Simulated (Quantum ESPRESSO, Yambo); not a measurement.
Li₄MgN₃H₃ (space group Imm2, No. 44). The geometry is that of Materials Project entry mp-1101935, symmetrised and not relaxed again. Chain: LDA (pw.x of Quantum ESPRESSO, ONCV potentials, no spin-orbit coupling); G0W0 in Yambo (4×4×4 Γ-centred k mesh, bands 9 to 105 and a 6 Ry block in the screening, 105 bands in G with the Bruneval-Gonze terminator, plasmon pole fitted at 27.2 eV); BSE (6×6×6 mesh, 9 valence and 4 conduction bands, static screening with 55 bands and a 3 Ry block, scissor 1.68 eV, Tamm-Dancoff).

```yaml
LDA gap (dense path): 2.50 eV
LDA gap Γ → Γ on the GW mesh: 2.50 eV
LDA smallest direct gap on the GW mesh, at Γ: 2.50 eV
G0W0 direct gap at that point: 4.18 eV
G0W0 correction to the gap Γ → Γ: 1.68 eV
lowest_exciton: no binding energy given (see below)
```

Rough cost of the Yambo steps against G0W0 for 12 states: BSE within a factor of two.

Convergence of the G0W0 settings was not tested. The BSE states are vertical excitations (zero momentum). The lowest state covers only about 2 of the 216 k points, so the mesh doesn't resolve it: its energy and its distance from the direct gap are mesh artefacts. An extended exciton needs a far denser mesh. Axes are Cartesian, with cell vectors (Å) (-1.84, 5.35, 2.40), (1.84, -5.35, 2.40), (1.84, 5.35, -2.40).

The structure is a Materials Project entry; no match was found in the copy of COD used, and its stability was not checked.
